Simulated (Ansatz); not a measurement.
All numbers below come from Ansatz 0.2.0, DFT PBE, scalar-relativistic, plane waves, PAW. Settings of the last relaxation (8-atom cell): 420 eV, 8×8×4 k points, Gaussian smearing of 0.02 eV, no spin polarisation.

Formation energies are uncorrected and refer to the elements' standard structures at the same level.

Problem. Propose a candidate for a tetragonal semiconductor made of Cd, Mg and S, with a gap near 1.0 eV, a formation energy near −1.20 eV/atom and about 19 Å³ per atom, in a cell of 8 atoms.

Solution. Mg3CdS4, space group P4/mmm (No. 123). Around Mg on a site of symmetry 4mm lie 6 S at 2.61–2.70 Å; around Mg on a site of symmetry 4/mmm lie 6 S at 2.59–2.65 Å; Cd is surrounded by 6 S at 2.65–2.73 Å; S on a site of symmetry 4/mmm has 4 Cd at 2.65 Å and 2 Mg at 2.70 Å; 2 more sites not described.

```
CELL_PARAMETERS angstrom
3.75228 0.00000 0.00000
0.00000 3.75228 0.00000
0.00000 0.00000 10.63238
ATOMIC_POSITIONS crystal
Mg 0.00000 0.00000 0.74561
Mg 0.00000 0.00000 0.25439
Mg 0.50000 0.50000 0.50000
Cd 0.50000 0.50000 0.00000
S 0.00000 0.00000 0.00000
S 0.50000 0.50000 0.25684
S 0.00000 0.00000 0.50000
S 0.50000 0.50000 0.74316
```

| Item | Value |
| --- | --- |
| Volume per atom | 18.71 Å³ |
| Density | 3.48 g/cm³ |
| Energy over the elements | −1.196 eV/atom |
| Gap on the 8×8×4 mesh of the 8-atom cell | 1.05 eV |

The structure comes from a generated guess, relaxed at this level; another structure or a mixture of phases may lie lower. Other answers may fit too; this one was computed.

Kohn–Sham gaps at this level usually fall short of measured ones. The reference form of S is held partly by dispersion forces, which this level lacks. A later test with randomly moved atoms came back to the same energy, though modes that don't fit the test's cell weren't probed.
